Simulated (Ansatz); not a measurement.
Ti:
```cif
data_Ti3
_chemical_formula_sum 'Ti3'
_space_group_name_H-M_alt 'P6/mmm'
_space_group_IT_number 191
_space_group_name_Hall '-P 6 2'
_cell_length_a 4.45100
_cell_length_b 4.45100
_cell_length_c 2.77045
_cell_angle_alpha 90.000
_cell_angle_beta 90.000
_cell_angle_gamma 120.000
loop_
_atom_site_label
_atom_site_type_symbol
_atom_site_symmetry_multiplicity
_atom_site_Wyckoff_symbol
_atom_site_fract_x
_atom_site_fract_y
_atom_site_fract_z
_atom_site_occupancy
Ti1 Ti 1 a 0.00000 0.00000 0.00000 1
Ti2 Ti 2 d 0.33333 0.66667 0.50000 1
```

Relaxed at zero pressure with LDA (plane waves, PAW; program Ansatz).

Q: The volume is lowered by 3 % and shape and atoms relax at that volume. What pressure results, and how do the axes share the change?

A: 4.1 GPa; a -1.1 %, b -1.1 %, c -0.9 %; the energy rises by 6 meV/atom.

Q: Give the new structure.

A: 
Space group P6/mmm (No. 191); a = b = 4.404 Å, c = 2.745 Å, α = β = 90.00°, γ = 120.00°

| atom | site | symmetry | x | y | z |
|---|---|---|---|---|---|
| Ti | 1a | 6/mmm | 0.0000 | 0.0000 | 0.0000 |
| Ti | 2d | -6m2 | 0.3333 | 0.6667 | 0.5000 |

The phase is kept; no other phase was compared at this pressure.

This is a known high-pressure phase of the composition, computed here at zero pressure and temperature. The LDA relaxation kept the symmetry of its start; of distortions, only those at the zone centre were tested. The run is not spin-polarised. Axis ratios of metals converge slowly with the k-mesh, so a and c are less sure than the volume.

Potentials: the earlier of the program's two PAW sets.
